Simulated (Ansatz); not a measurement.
CdPd:
Space group P4/mmm (No. 123); a = 3.032 Å, b = 3.032 Å, c = 3.677 Å, α = 90.00°, β = 90.00°, γ = 90.00°

```
atom  site  symmetry       x       y       z
----  ----  --------  ------  ------  ------
Cd      1a     4/mmm  0.0000  0.0000  0.0000
Pd      1d     4/mmm  0.5000  0.5000  0.5000
```

Relaxed with r²SCAN.

Problem. Tabulate the valence density and the electron localisation function along the shortest Pd–Pd contact (3.03 Å), plane-wave PAW r²SCAN (Ansatz code).

Solution. 

```csv
distance from Pd (Å),density (e/Å³),ELF
0.30,12.09,0.39
0.45,9.29,0.51
0.61,5.57,0.54
0.76,2.51,0.47
0.91,1.01,0.35
1.06,0.50,0.23
1.21,0.30,0.19
1.36,0.22,0.20
1.52,0.20,0.21
1.67,0.22,0.20
1.82,0.30,0.19
1.97,0.50,0.23
2.12,1.01,0.35
2.27,2.51,0.47
2.43,5.57,0.54
2.58,9.29,0.51
2.73,12.09,0.39
```

The density is the valence pseudo-density with augmentation charge, so density and ELF within about 1 Å of a nucleus are not all-electron values.

The workflow started from an entry of the Crystallography Open Database (COD). Whether it is the stable phase at ambient conditions was not checked. Symmetry was held in the r²SCAN relaxation; its stability against distortions is not shown here. No spin polarisation was allowed. Axis ratios of metals converge slowly with the k-mesh, so a and c are less sure than the volume.

Potentials: the later of the program's two PAW sets.
